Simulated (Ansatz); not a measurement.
**Al2O3, a database entry at a rescaled volume**

```
CELL_PARAMETERS angstrom
4.75790 0.00000 0.00000
-2.37895 4.12046 0.00000
0.00000 -2.74697 4.33261
ATOMIC_POSITIONS crystal
Al 0.35200 0.70400 0.05600
Al 0.14800 0.29600 0.44400
Al 0.64800 0.29600 0.94400
Al 0.85200 0.70400 0.55600
O 0.55630 0.50000 0.75000
O 0.25000 0.80630 0.75000
O 0.94370 0.19370 0.75000
O 0.44370 0.50000 0.25000
O 0.75000 0.19370 0.25000
O 0.05630 0.80630 0.25000
```

Method: PBE, no spin polarisation; PAW, plane waves to 420 eV, 7×7×7 Γ-centred mesh, fermi-dirac occupations (width 0.1 eV) (Ansatz 0.2.0), atoms fixed.

**Band edges.** Within 0.7 eV of the edges, the states project mainly on O p (96 %) below the gap and on Al s (43 %) and O s (39 %) above it.
**Forces.** Nearly at rest: the largest force is 0.025 eV/Å.
**Electronic structure.** The gap on the k mesh is 6.24 eV; the mesh may miss the band edges, so the true gap of this level can be smaller.
**Formation energy.** -2.97 eV an atom against the elements' usual phases (free molecules for gases, crystals otherwise, with no correction for O₂ or N₂), so it is bound against them; other compounds may still compete. Relaxing would lower it.
**Stress.** The pressure is 7.6 GPa (compression positive), so with the atoms held at these fractions the cell would first expand.
**Charges.** Bader charges in e: Al +2.55, O -1.70. In the mean Al gives up most and O takes most.

Origin: a database entry at a rescaled volume. Caveats: an odd or shifted mesh can miss the band edges, so this level's true gap may be smaller.
